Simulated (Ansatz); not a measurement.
Input:

A bilayer cut from bulk SnSe₂ (CdI2 type), in the bulk's stacking and in-plane cell, with 15 Å of vacuum. The upper layer (atoms 4 to 6) slides over the lower.

```xyz
6
Lattice="3.8403 0.0000 0.0000 1.9201 3.3258 0.0000 0.0000 0.0000 24.1927" Properties=species:S:1:pos:R:3 pbc="T T T"
Se     3.8403     2.2172     7.5114
Sn     0.0000     0.0000     9.1058
Se     1.9201     1.1086    10.7012
Se     3.8403     2.2172    13.4915
Sn     0.0000     0.0000    15.0869
Se     1.9201     1.1086    16.6812
```

In-plane vectors a = (3.840, 0.000) Å, b = (1.920, 3.326) Å, area 12.77 Å². The shift is s times the vector a + b (length 6.652 Å), so s = 1 restores the start. Atoms relax along the normal only. γ = [E(shift) − E(0)] / area.

Computed with PBE-D3(BJ) (plane waves to 420 eV, PAW, scalar-relativistic; Ansatz, a first-principles code). k mesh 10×10×1 (Γ-centred), Fermi-Dirac smearing 0.05 eV. Energies are extrapolated to zero smearing. SnSe2 was relaxed with its symmetry unable to fall. γ is measured from zero shift.

The scan covers s from 0.000 to 0.917 in 12 points.

Problem. At which s is γ highest?

Solution. s = 0.667.

Problem. Does γ have a local minimum between the ends of the line, and at which s?

Solution. s = 0.333.

Problem. By how much does the gap between the layers widen from the lowest to the highest stacking on this line?

Solution. 0.9 Å.

Problem. Which barrier is met on the easier way from s = 0 (or 1) to s = 0.333?

Solution. 61 mJ/m².

Problem. What is γ at the local minimum s = 0.333?

Solution. 54 mJ/m².

(The slope of γ gives the shear force per area between the displaced halves; near zero shift its curvature is an elastic stiffness.)
